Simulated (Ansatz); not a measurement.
The end point of a relaxation of TiO₂. Computed with r2SCAN (plane waves to 500 eV, PAW, scalar-relativistic; Ansatz, a quantum-chemistry and plane-wave program).

```cif
data_O4Ti2
_chemical_formula_sum 'Ti2 O4'
_space_group_name_H-M_alt 'P 1'
_space_group_IT_number 1
_cell_length_a 5.67455
_cell_length_b 5.67455
_cell_length_c 5.67455
_cell_angle_alpha 141.084
_cell_angle_beta 116.180
_cell_angle_gamma 77.335
loop_
_space_group_symop_operation_xyz
  'x, y, z'
loop_
_atom_site_label
_atom_site_type_symbol
_atom_site_fract_x
_atom_site_fract_y
_atom_site_fract_z
_atom_site_occupancy
Ti1 Ti 0.36318 0.11318 0.25000 1
Ti2 Ti 0.63682 0.88682 0.75000 1
O1 O 0.50000 0.00000 0.50000 1
O2 O 0.00000 0.00000 0.00000 1
O3 O 0.41489 0.66489 0.75000 1
O4 O 0.58511 0.33511 0.25000 1
```

Problem. Determine the symmetry and give the standard cell with its independent sites.

Solution. Space group Imma (No. 74); a = 3.781 Å, b = 5.999 Å, c = 8.861 Å, α = 90.00°, β = 90.00°, γ = 90.00°

| atom | site | symmetry | x | y | z |
|---|---|---|---|---|---|
| Ti | 4e | mm2 | 0.0000 | 0.7500 | 0.1132 |
| O | 4a | 2/m.. | 0.0000 | 0.0000 | 0.0000 |
| O | 4e | mm2 | 0.0000 | 0.2500 | 0.6649 |

Problem. Give the shortest distances between elements (the closest pairs, up to four, under 3.6 Å).

Solution. O–Ti 1.80 Å; O–O 2.42 Å; Ti–Ti 3.07 Å.

```json
{
 "volume_per_atom": "16.75 Å³",
 "density": "2.64 g/cm³",
 "band_gap": "3.19 eV, indirect (valence top at R, conduction bottom at X) (no spin-orbit coupling)",
 "smallest_direct_gap": "3.28 eV at X"
}
```

No spin polarisation in the result.

It was reached from a disturbed copy of a I4₁/amd (No. 141) cell (anatase type), against which it lies +68 meV/atom.

The first start was generated by placing the elements on the sites of a structure type. Materials Project lists a structure of TiO2 in the same space group, Imma (No. 74); the sites were not compared with it, nor with measured phases. Known forms of TiO2 include space group No. 61, 136, 141.
